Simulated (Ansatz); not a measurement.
# Elastic constants of TaRh$_{3}$: input and output

The calculation used Ansatz 0.2.0, DFT r2SCAN, scalar-relativistic, plane waves, PAW.

It can be run as:
```bash
ansatz run input.yaml --threads 1 --pin off --backend cpu --events-out ev --progress --plain --runs-dir out  # memory cap (--max-ram) not shown
```

Input (bare energies are in eV):
```yaml
crystal:
  lattice:
    - [3.8653399876, 0.0, 0.0]
    - [0.0, 3.8653399876, 0.0]
    - [0.0, 0.0, 3.8653399876]
  atoms:
    - { symbol: Ta, position: [0.0, 0.0, 0.0] }
    - { symbol: Rh, position: [0.0, 0.5, 0.5] }
    - { symbol: Rh, position: [0.5, 0.0, 0.5] }
    - { symbol: Rh, position: [0.5, 0.5, 0.0] }
basis:
  ecutwfc: 500
kpoints:
  mp_grid: { grid: [12, 12, 12] }
hamiltonian:
  xc: r2scan
scf:
  occupations: { method: fermi_dirac, width: 0.15 }
output:
  forces: true
  stress: true
  eigenvalues: true
elastic:
  mode: relaxed_ion
  amplitude: 0.005
```

From the output:
```
--- Elastic constants: 2 strain directions × 4 members + reference (group order 48) ---
  dense FFT box of the reference and of every strained cell: 30×30×30
  strains applied: 11, 23; error gains: componentwise 1.00 (the most a stress slope's error grows in a printed constant), spectral 1.73 (1 for all six strains in a standard setting)
  C = ∂σ_k/∂η_j (tension-positive GPa; Voigt order 11 22 33 23 13 12):
       442.166    204.320    204.320     -0.000     -0.000     -0.000
       204.320    442.166    204.320     -0.000     -0.000     -0.000
       204.320    204.320    442.166     -0.000     -0.000     -0.000
         0.000     -0.000     -0.000    199.558      0.000      0.000
         0.000      0.000     -0.000     -0.000    199.558      0.000
         0.000     -0.000      0.000      0.000      0.000    199.558
  reference stress σ⁰ (GPa):      0.006      0.006      0.006     -0.000     -0.000      0.000
  C* (energy form; C + prestress term) asymmetry max|C*_kj − C*_jk| = 1.137e-13 GPa — a small one proves nothing (zero by symmetry where the batch's group is 432, −43m or m−3m); a large one is finite-difference/SCF noise where every solve ...
  moduli (Voigt/Reuss/Hill, GPa): K = 283.60/283.60/283.60   G = 167.30/156.98/162.14   E = 408.57   ν = 0.260
  mechanically stable: yes (min eigenvalue of sym C = 199.56 GPa)
  strain η (Voigt 11):  stress-route row diagonal C_11 = 442.17 GPa, energy-path curvature d²(F+E_count+ΔE)/dδ²/Ω₀ = 442.14 GPa
    cells at ±δ against ±2δ: C21 204.38 and 204.55 GPa, apart by 0.04 % of the column's largest entry
         δ    σ_11 (GPa) F (eV) n_scf n_hpsi n_pw
    -1.000e-2      -4.5494      -29192.8039893      13  181104   1472   relax 0 steps, max|allowed force component| 1.91e-29 eV/Å
    -5.000e-3      -2.2380      -29192.8100969       8  164955   1476   relax 0 steps, max|allowed force component| 7.42e-29 eV/Å
     5.000e-3       2.1838      -29192.8101141       8  167719   1492   relax 0 steps, max|allowed force component| 5.29e-29 eV/Å
     1.000e-2       4.2953      -29192.8042677      11  157470   1498   relax 0 steps, max|allowed force component| 9.47e-30 eV/Å
  strain η (Voigt 23):  stress-route row diagonal C_44 = 199.56 GPa, energy-path curvature d²(F+E_count+ΔE)/dδ²/Ω₀ = 199.51 GPa
    cells at ±δ against ±2δ: C44 199.56 and 199.58 GPa, apart by 0.01 % of the column's largest entry
         δ    σ_23 (GPa) F (eV) n_scf n_hpsi n_pw
    -1.000e-2      -1.9958      -29192.8085022      12  273619   1484   relax 0 steps, max|allowed force component| 2.57e-28 eV/Å
    -5.000e-3      -0.9978      -29192.8112003       7  233578   1488   relax 0 steps, max|allowed force component| 3.62e-28 eV/Å
     5.000e-3       0.9978      -29192.8112003       7  231934   1488   relax 0 steps, max|allowed force component| 3.48e-28 eV/Å
     1.000e-2       1.9958      -29192.8085022      10  225897   1484   relax 0 steps, max|allowed force component| 3.55e-28 eV/Å
```

In a metal, frequencies and elastic constants depend on the k mesh and the smearing, soft modes and shear constants most. Spin–orbit coupling is left out, which can shift energies with elements as heavy as these.